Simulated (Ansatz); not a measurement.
**An inverse problem**

Cell vectors (Å):

```
3.2923 0.0000 0.0000
0.0000 3.2923 0.0000
0.0000 0.0000 3.2923
```

```tsv
atom	a	b	c
Zr	0.5000	0.5000	0.5000
X	0.0000	0.0000	0.0000
```

These are results of PBEsol, all-electron LAPW in Ansatz 0.2.0, scalar-relativistic, not measurements. k mesh 10×10×10, Fermi-Dirac smearing of 0.050 eV.

Harmonic phonons of a crystal by Kohn-Sham DFT at the given cell, standard atomic masses, acoustic sum rule imposed; negative wavenumbers are unstable modes.

| point | q a (r.l.u.) | q b (r.l.u.) | q c (r.l.u.) | branch | phonon wavenumber (cm⁻¹) |
| --- | --- | --- | --- | --- | --- |
| Gamma | 0 | 0 | 0 | 4 | 180 |
| X | 0.5 | 0 | 0 | 1 | 130.4 |
| X | 0.5 | 0 | 0 | 3 | 146.4 |
| X | 0.5 | 0 | 0 | 5 | 157.3 |
| X | 0.5 | 0 | 0 | 6 | 201.8 |
| M | 0.5 | 0.5 | 0 | 1 | 60.7 |
| M | 0.5 | 0.5 | 0 | 3 | 92.6 |
| M | 0.5 | 0.5 | 0 | 4 | 148.8 |
| M | 0.5 | 0.5 | 0 | 5 | 253.4 |
| R | 0.5 | 0.5 | 0.5 | 1 | 161.1 |
| R | 0.5 | 0.5 | 0.5 | 4 | 204.7 |

Task: All X atoms are one element. Which one was computed?

Result: Zn; the crystal is ZrZn (Pm-3m).

Keep in mind: responses of metals move with mesh and smearing.
